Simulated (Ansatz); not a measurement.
ZnS:
```yaml
crystal:
  lattice:
    - [3.78467, 0.00000, 0.00000]
    - [-1.89233, 3.27762, 0.00000]
    - [0.00000, 0.00000, 12.39189]
  atoms:
    - { symbol: Zn, position: [0.66667, 0.33333, 0.75006] }
    - { symbol: Zn, position: [0.33333, 0.66667, 0.25006] }
    - { symbol: Zn, position: [0.00000, 0.00000, 0.50013] }
    - { symbol: Zn, position: [0.00000, 0.00000, 0.00013] }
    - { symbol: S, position: [0.66667, 0.33333, 0.93758] }
    - { symbol: S, position: [0.33333, 0.66667, 0.43758] }
    - { symbol: S, position: [0.00000, 0.00000, 0.68723] }
    - { symbol: S, position: [0.00000, 0.00000, 0.18723] }
```

Cartesian axes are those of the cell as given.

Task: Give the proper piezoelectric stress tensor with relaxed ions from PBEsol (plane waves, PAW; program Ansatz).

Result: In C/m², rows x, y, z, Voigt columns; mesh uncertainty up to 0.00.
```
 0.00   0.00   0.00   0.00  -0.09   0.00
 0.00   0.00   0.00  -0.09   0.00   0.00
-0.12  -0.12   0.16   0.00   0.00   0.00
```

The elastic tensor of the same run (GPa):

```
 128  60.3  46.5   0.0   0.0   0.0
60.3   128  46.5   0.0   0.0   0.0
46.5  46.5   147   0.0   0.0   0.0
 0.0   0.0   0.0  29.4   0.0   0.0
 0.0   0.0   0.0   0.0  29.4   0.0
 0.0   0.0   0.0   0.0   0.0  33.7
```

Task: Convert to strain constants d = e·S.

Result: In pC/N:
```
 0.0   0.0   0.0   0.0  -3.0   0.0
 0.0   0.0   0.0  -3.0   0.0   0.0
-1.0  -1.0   1.8   0.0   0.0   0.0
```

Space group P6_3mc (4H polytype). Symmetry was held in the PBEsol relaxation. Signs of piezoelectric constants follow the polarity of the cell as given.

Potentials: the later of the program's two PAW sets.
